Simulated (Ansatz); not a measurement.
Input:

Ni₃Pb₂Se₂:
```
Ni3Pb2Se2
1.0
    2.82996     1.63388     4.77032
   -2.82996     1.63388     4.77032
    0.00000    -3.26775     4.77032
Ni Se Pb
3 2 2
Direct
  0.00000   0.00000   0.50000
  0.50000   0.00000   0.00000
  0.00000   0.50000   0.00000
  0.27814   0.27814   0.27814
  0.72186   0.72186   0.72186
  0.50000   0.50000   0.50000
  0.00000   0.00000   0.00000
```

This is the r²SCAN-relaxed structure.

Q: All from the program Ansatz at the r²SCAN level (PAW), unless another level is named. Estimate the electronic character.

A: metallic (no gap).

Q: Predict the formation energy from the elements (no fitted shifts).

A: -0.27 eV/atom.

Q: What about the density of states at the Fermi level?

A: 0.59 states/eV per atom (mean over ±0.08 eV).

Space group R-3m. The workflow started from an entry of the Crystallography Open Database (COD). Its standing as an ambient phase is unchecked. The cell was relaxed with r²SCAN under the symmetry of its start; whether a distortion lowers the energy is not shown. The workflow began spin-polarised and lost its moments. The references are the lowest solids computed at this level, not always the standard phases. Scalar-relativistic: spin–orbit coupling is off unless named, which matters more the heavier the elements.

Potentials: the later of the program's two PAW sets.
